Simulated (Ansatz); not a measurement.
Beta-gallia alloy of Ga2O3 and Al2O3 (42 of 48 Ga sites exchanged), 120 atoms

Ansatz, PAW, plane waves. PBEsol relaxation of cell lengths and atoms (angles held) at the single k point (¼, ¼, ¼) without its symmetry partners; single points on the relaxed atoms at the single k point (¼, ¼, ¼) without its symmetry partners, onto which points of the small cell's zone fold. Arrangement: random. No spin–orbit coupling unless named.

Relaxed structure:

```
Al O Ga
1.0
    11.86907    0.00000   -0.02604
     0.00000    8.79471    0.00000
    -2.71711    0.00000   10.98053
Al O Ga
42 72 6
Direct
  0.40644 0.16771 0.10049
  0.40933 0.16623 0.60181
  0.40790 0.49970 0.10126
  0.40953 0.49960 0.60194
  0.40602 0.83138 0.10078
  0.40980 0.83285 0.60164
  0.15835 0.16531 0.15957
  0.16003 0.16581 0.65912
  0.15857 0.49982 0.16070
  0.15914 0.50032 0.65780
  0.15789 0.83378 0.16066
  0.15987 0.83256 0.65748
  0.09061 0.99826 0.39836
  0.09137 0.99972 0.89846
  0.09085 0.66737 0.39845
  0.90985 0.99966 0.10146
  0.90892 0.33324 0.10148
  0.90889 0.33453 0.60234
  0.90846 0.66599 0.10168
  0.90929 0.66479 0.60201
  0.65680 0.99979 0.65692
  0.65685 0.33461 0.15884
  0.65710 0.33273 0.65803
  0.65694 0.66395 0.16042
  0.65756 0.66638 0.65676
  0.34296 0.99970 0.34125
  0.34054 0.00014 0.84109
  0.34304 0.33305 0.34169
  0.34224 0.33372 0.84095
  0.34236 0.66609 0.34190
  0.34108 0.66505 0.84060
  0.59003 0.16670 0.39821
  0.58970 0.16862 0.89662
  0.58960 0.49969 0.39797
  0.59067 0.49836 0.89854
  0.59016 0.83246 0.39781
  0.84054 0.16740 0.34031
  0.83932 0.16597 0.84195
  0.84088 0.50009 0.34138
  0.83862 0.49976 0.84060
  0.84159 0.83130 0.34062
  0.84002 0.83334 0.84171
  0.33986 0.16595 0.44499
  0.33613 0.16757 0.94410
  0.33961 0.49938 0.44527
  0.33681 0.49930 0.94490
  0.33964 0.83352 0.44510
  0.33739 0.83208 0.94373
  0.32667 0.16519 0.21754
  0.32717 0.16499 0.71681
  0.32743 0.50033 0.21807
  0.32738 0.49988 0.71665
  0.32606 0.83325 0.21783
  0.32718 0.83388 0.71631
  0.00163 0.16023 0.37118
  0.00081 0.15999 0.87072
  0.00188 0.50540 0.37028
  0.99852 0.49954 0.86891
  0.00473 0.83278 0.37244
  0.00107 0.83920 0.87067
  0.16131 0.99923 0.05526
  0.16128 0.99976 0.55460
  0.16550 0.33298 0.05920
  0.16739 0.33302 0.55832
  0.16520 0.66673 0.05984
  0.16350 0.66591 0.55370
  0.83326 0.99923 0.44072
  0.83508 0.99943 0.94627
  0.83951 0.33341 0.44542
  0.83742 0.33298 0.94508
  0.83823 0.66619 0.44579
  0.83760 0.66661 0.94494
  0.17309 0.99970 0.28358
  0.17318 0.99955 0.78296
  0.17557 0.33277 0.28051
  0.17596 0.33356 0.77973
  0.17363 0.66626 0.28432
  0.17545 0.66599 0.77917
  0.82964 0.99972 0.21825
  0.82322 0.00045 0.71958
  0.82670 0.33382 0.21685
  0.82508 0.33261 0.71606
  0.82666 0.66497 0.21736
  0.82566 0.66604 0.71574
  0.48910 0.99931 0.12563
  0.49482 0.99960 0.62845
  0.49343 0.33302 0.12782
  0.49465 0.33278 0.62832
  0.49345 0.66647 0.12762
  0.49499 0.66634 0.62793
  0.50567 0.99962 0.37019
  0.50172 0.00559 0.87180
  0.50479 0.33305 0.37136
  0.50386 0.33377 0.87093
  0.50459 0.66622 0.37140
  0.50097 0.65958 0.86972
  0.66146 0.17323 0.05227
  0.65999 0.16646 0.55444
  0.66005 0.49980 0.05520
  0.66014 0.49918 0.55430
  0.66556 0.82601 0.05682
  0.66033 0.83327 0.55368
  0.67313 0.17270 0.28423
  0.67183 0.16717 0.78239
  0.67251 0.49939 0.28323
  0.67237 0.49972 0.78290
  0.67349 0.82665 0.28463
  0.67374 0.83225 0.77840
  0.99528 0.16694 0.12770
  0.99873 0.17273 0.62910
  0.99520 0.49969 0.12733
  0.99611 0.49943 0.62760
  0.99496 0.83234 0.12812
  0.99865 0.82707 0.62936
  0.09026 0.33277 0.39863
  0.09110 0.33128 0.89811
  0.09091 0.66775 0.89842
  0.90940 0.99986 0.60185
  0.65628 0.00039 0.15661
  0.58915 0.83204 0.89664
```

Q: What are the mean bond lengths by pair (pairs within 1.2 times the sum of covalent radii, less contacts 15 % beyond the pair's median; cation–cation pairs of compounds aside; long ionic contacts are cut short by that bound)?

A: Al–O 1.874 ± 0.088 Å (standard deviation, 214 bonds); Ga–O 1.872 ± 0.074 Å (standard deviation, 26 bonds).

Q: What gap lies between the top filled and the lowest empty level in the single points?

A: HSE06 6.78 eV (47 s on NVIDIA H100). Away from Γ this isn't the crystal's band gap.
